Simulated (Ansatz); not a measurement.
Mg8Zn3O12: nudged elastic band, vacancy jump

All numbers below come from DFT PBEsol, scalar-relativistic, plane waves, PAW (Ansatz). The runs took a 420 eV cutoff, a Γ-centred 6×6×4 mesh and Gaussian smearing (0.05 eV). No spin polarisation.

1 inner image(s), climbing default, force tolerance 0.05 eV/Å, at most 60 iterations, fixed cell. The cell carries a charge of -2 e on a uniform background, with no finite-size correction, so the barrier is rough in so small a cell.

The run took 10 min on 4 threads of Arm Neoverse V2 (shared host), peak memory 2.9 GiB.

Command:
```bash
ansatz run input.yaml --threads 4 --pin off --max-ram 9216MiB --backend cpu --events-out ev --progress --plain --runs-dir out
```

Input:
```yaml
crystal:
  lattice:
    - [2.9968604837, -5.1907146209, 0.0]
    - [-5.9937209673, 0.0, 0.0]
    - [0.0, 0.0, -7.30669302]
  atoms:
    - { symbol: Mg, position: [0.1628467472, 0.3256934945, 0.3235322544] }
    - { symbol: Mg, position: [0.6666666667, 0.3333333333, 0.3379061935] }
    - { symbol: Mg, position: [0.1628467472, 0.8371532528, 0.3235322544] }
    - { symbol: Mg, position: [0.6743065055, 0.8371532528, 0.3235322544] }
    - { symbol: Mg, position: [0.3256934945, 0.1628467472, 0.6764677456] }
    - { symbol: Mg, position: [0.8371532528, 0.1628467472, 0.6764677456] }
    - { symbol: Mg, position: [0.3333333333, 0.6666666667, 0.6620938065] }
    - { symbol: Mg, position: [0.8371532528, 0.6743065055, 0.6764677456] }
    - { symbol: Zn, position: [0.5, 0.0, 1.0] }
    - { symbol: Zn, position: [0.0, 0.5, 1.0] }
    - { symbol: Zn, position: [0.5, 0.5, 1.0] }
    - { symbol: O, position: [0.1740239757, 0.3480479515, 0.8213069885] }
    - { symbol: O, position: [0.6666666667, 0.3333333333, 0.825137802] }
    - { symbol: O, position: [0.1740239757, 0.8259760243, 0.8213069885] }
    - { symbol: O, position: [0.6519520485, 0.8259760243, 0.8213069885] }
    - { symbol: O, position: [0.3480479515, 0.1740239757, 0.1786930115] }
    - { symbol: O, position: [0.8259760243, 0.1740239757, 0.1786930115] }
    - { symbol: O, position: [0.3333333333, 0.6666666667, 0.174862198] }
    - { symbol: O, position: [0.8259760243, 0.6519520485, 0.1786930115] }
    - { symbol: O, position: [0.0, 0.5, 0.5] }
    - { symbol: O, position: [0.5, 0.5, 0.5] }
    - { symbol: O, position: [0.0, 1.0, 0.5] }
    - { symbol: O, position: [0.5, 1.0, 0.5] }
total_charge: -2
basis:
  ecutwfc: 420
kpoints:
  mp_grid: { grid: [6, 6, 4] }
hamiltonian:
  xc: pbesol
scf:
  occupations: { method: gaussian, width: 0.05 }
output:
  forces: true
neb:
  images: 1
  f_tol: 0.05
  max_iterations: 60
  order_check: false
  final_atoms:
    - { symbol: Mg, position: [0.1666666667, 0.3333333333, 0.337906221] }
    - { symbol: Mg, position: [0.6628467399, 0.3256934798, 0.3235322476] }
    - { symbol: Mg, position: [0.1743065202, 0.8371532601, 0.3235322476] }
    - { symbol: Mg, position: [0.6628467399, 0.8371532601, 0.3235322476] }
    - { symbol: Mg, position: [0.3371532601, 0.1628467399, 0.6764677524] }
    - { symbol: Mg, position: [0.8256934798, 0.1628467399, 0.6764677524] }
    - { symbol: Mg, position: [0.3371532601, 0.6743065202, 0.6764677524] }
    - { symbol: Mg, position: [0.8333333333, 0.6666666667, 0.662093779] }
    - { symbol: Zn, position: [0.0, 0.0, 1.0] }
    - { symbol: Zn, position: [0.0, 0.5, 1.0] }
    - { symbol: Zn, position: [0.5, 0.5, 1.0] }
    - { symbol: O, position: [0.1666666667, 0.3333333333, 0.8251378051] }
    - { symbol: O, position: [0.6740239717, 0.3480479435, 0.8213069806] }
    - { symbol: O, position: [0.1519520565, 0.8259760283, 0.8213069806] }
    - { symbol: O, position: [0.6740239717, 0.8259760283, 0.8213069806] }
    - { symbol: O, position: [0.3259760283, 0.1740239717, 0.1786930194] }
    - { symbol: O, position: [0.8480479435, 0.1740239717, 0.1786930194] }
    - { symbol: O, position: [0.3259760283, 0.6519520565, 0.1786930194] }
    - { symbol: O, position: [0.8333333333, 0.6666666667, 0.1748621949] }
    - { symbol: O, position: [0.0, 0.5, 0.5] }
    - { symbol: O, position: [0.5, 0.5, 0.5] }
    - { symbol: O, position: [0.0, 1.0, 0.5] }
    - { symbol: O, position: [0.5, 1.0, 0.5] }
```

Output (its end):
```
...
    - { symbol: Mg, position: [0.8272959193155941, 0.6651521655434005, 0.666151708598412] }
    - { symbol: Zn, position: [0.25000000358376995, 8.742626039781598e-9, 0.9999999986733601] }
    - { symbol: Zn, position: [-0.03673090499047666, 0.42653818785600917, 1.0014670083513395] }
    - { symbol: Zn, position: [0.5367309089364777, 0.5734618170664069, 0.9985329946343484] }
    - { symbol: O, position: [0.17449692796926047, 0.3366323433119459, 0.825115890203511] }
    - { symbol: O, position: [0.662135416953442, 0.3366323436846817, 0.8251158904432132] }
    - { symbol: O, position: [0.1604502917488939, 0.8209005824692316, 0.7950466604006088] }
    - { symbol: O, position: [0.6617393642967149, 0.8234787358133859, 0.8065370277030699] }
    - { symbol: O, position: [0.33954971001376744, 0.17909941678566246, 0.20495334366722326] }
    - { symbol: O, position: [0.8382606305099615, 0.1765212659670596, 0.19346297397432868] }
    - { symbol: O, position: [0.32550307076223517, 0.663367652542806, 0.1748841173364151] }
    - { symbol: O, position: [0.8378645826172192, 0.6633676531604819, 0.17488411609122792] }
    - { symbol: O, position: [2.450000281840612e-5, 0.5000489997856592, 0.5039946729790548] }
    - { symbol: O, position: [0.49997550142811104, 0.4999509989306279, 0.49600531737975956] }
    - { symbol: O, position: [-0.0007456550550216501, 0.9999999981564545, 0.4999999964534499] }
    - { symbol: O, position: [0.5007456491662844, 0.9999999998759055, 0.49999999655966043] }
```

Self-consistency was reached.

Final band:

```
image s (Å)  ΔE (eV)
    0  0.000    0.000
    1  1.624    0.856
    2  3.247    0.000
```

Highest image over the start 0.856 eV, over the end 0.856 eV. The order of the saddle wasn't checked, and a path that keeps a symmetry can read too high.

By iteration:

| iteration | largest band force component (eV/Å) | highest image (eV) |
| --- | --- | --- |
| 1 | 6.024 | 3.157 |
| 2 | 2.966 | 1.679 |
| 3 | 0.915 | 1.011 |
| 4 | 0.193 | 0.900 |
| 5 | 0.125 | 0.877 |
| 6 | 0.153 | 0.858 |
| 7 | 0.029 | 0.856 |

Images of the last band (Å, true forces in eV/Å):

```xyz
23
Lattice="2.997 -5.191 0.000 -5.994 0.000 0.000 0.000 0.000 -7.307" Properties=species:S:1:pos:R:3:forces:R:3 pbc="T T T" image=0 dE_eV=0.0000
Mg   -1.464   -0.845   -2.364    0.003    0.002   -0.002
Mg    0.000   -3.460   -2.469    0.000    0.000    0.003
Mg   -4.530   -0.845   -2.364   -0.003    0.002   -0.002
Mg   -2.997   -3.500   -2.364    0.000   -0.004   -0.002
Mg    0.000   -1.691   -4.943    0.000    0.004    0.002
Mg    1.533   -4.345   -4.943    0.003   -0.002    0.002
Mg   -2.997   -1.730   -4.838    0.000    0.000   -0.003
Mg   -1.533   -4.345   -4.943   -0.003   -0.002    0.002
Zn    1.498   -2.595   -7.307    0.000    0.000    0.000
Zn   -2.997    0.000   -7.307    0.000    0.000    0.000
Zn   -1.498   -2.595   -7.307    0.000    0.000    0.000
O    -1.565   -0.903   -6.001   -0.001    0.000    0.002
O     0.000   -3.460   -6.029    0.000    0.000   -0.010
O    -4.429   -0.903   -6.001    0.001    0.000    0.002
O    -2.997   -3.384   -6.001    0.000    0.001    0.002
O     0.000   -1.807   -1.306    0.000   -0.001   -0.002
O     1.432   -4.287   -1.306   -0.001    0.000   -0.002
O    -2.997   -1.730   -1.278    0.000    0.000    0.010
O    -1.432   -4.287   -1.306    0.001    0.000   -0.002
O    -2.997    0.000   -3.653    0.000    0.000    0.000
O    -1.498   -2.595   -3.653    0.000    0.000    0.000
O    -5.994    0.000   -3.653    0.000    0.000    0.000
O    -4.495   -2.595   -3.653    0.000    0.000    0.000
23
Lattice="2.997 -5.191 0.000 -5.994 0.000 0.000 0.000 0.000 -7.307" Properties=species:S:1:pos:R:3:forces:R:3 pbc="T T T" image=1 dE_eV=0.8556
Mg   -1.521   -0.842   -2.439    0.016   -0.028   -0.001
Mg    0.009   -3.492   -2.439   -0.016    0.028   -0.001
Mg   -4.473   -0.852   -2.487   -0.021   -0.012    0.000
Mg   -3.050   -3.491   -2.346    0.020    0.012   -0.007
Mg   -0.022   -1.743   -4.820    0.021    0.012    0.000
Mg    1.552   -4.295   -4.961   -0.020   -0.012    0.007
Mg   -2.974   -1.754   -4.867   -0.016    0.028    0.001
Mg   -1.507   -4.294   -4.867    0.016   -0.028    0.001
Zn    0.749   -1.298   -7.307    0.000    0.000    0.000
Zn   -2.667    0.191   -7.317   -0.014   -0.008    0.008
Zn   -1.829   -2.786   -7.296    0.014    0.008   -0.008
O    -1.495   -0.906   -6.029   -0.026    0.015    0.008
O    -0.033   -3.437   -6.029    0.000   -0.029    0.008
O    -4.439   -0.833   -5.809    0.015    0.009   -0.015
O    -2.953   -3.435   -5.893    0.003    0.001    0.004
O    -0.056   -1.763   -1.498   -0.015   -0.009    0.015
O     1.454   -4.351   -1.414   -0.003   -0.001   -0.004
O    -3.001   -1.690   -1.278    0.026   -0.015   -0.008
O    -1.465   -4.349   -1.278    0.000    0.029   -0.008
O    -2.997    0.000   -3.683    0.018    0.010   -0.006
O    -1.498   -2.595   -3.624   -0.018   -0.010    0.006
O    -5.996    0.004   -3.653   -0.010    0.017    0.000
O    -4.493   -2.599   -3.653    0.010   -0.017    0.000
23
Lattice="2.997 -5.191 0.000 -5.994 0.000 0.000 0.000 0.000 -7.307" Properties=species:S:1:pos:R:3:forces:R:3 pbc="T T T" image=2 dE_eV=0.0000
Mg   -1.498   -0.865   -2.469    0.000    0.000    0.003
Mg    0.034   -3.441   -2.364    0.003    0.002   -0.002
Mg   -4.495   -0.905   -2.364    0.000   -0.004   -0.002
Mg   -3.031   -3.441   -2.364   -0.003    0.002   -0.002
Mg    0.034   -1.750   -4.943    0.003   -0.002    0.002
Mg    1.498   -4.286   -4.943    0.000    0.004    0.002
Mg   -3.031   -1.750   -4.943   -0.003   -0.002    0.002
Mg   -1.498   -4.326   -4.838    0.000    0.000   -0.003
Zn    0.000    0.000   -7.307    0.000    0.000    0.000
Zn   -2.997    0.000   -7.307    0.000    0.000    0.000
Zn   -1.498   -2.595   -7.307    0.000    0.000    0.000
O    -1.498   -0.865   -6.029    0.000    0.000   -0.010
O    -0.066   -3.499   -6.001   -0.001    0.000    0.002
O    -4.495   -0.789   -6.001    0.000    0.001    0.002
O    -2.931   -3.499   -6.001    0.001    0.000    0.002
O    -0.066   -1.692   -1.306   -0.001    0.000   -0.002
O     1.498   -4.402   -1.306    0.000   -0.001   -0.002
O    -2.931   -1.692   -1.306    0.001    0.000   -0.002
O    -1.498   -4.326   -1.278    0.000    0.000    0.010
O    -2.997    0.000   -3.653    0.000    0.000    0.000
O    -1.498   -2.595   -3.653    0.000    0.000    0.000
O    -5.994    0.000   -3.653    0.000    0.000    0.000
O    -4.495   -2.595   -3.653    0.000    0.000    0.000
```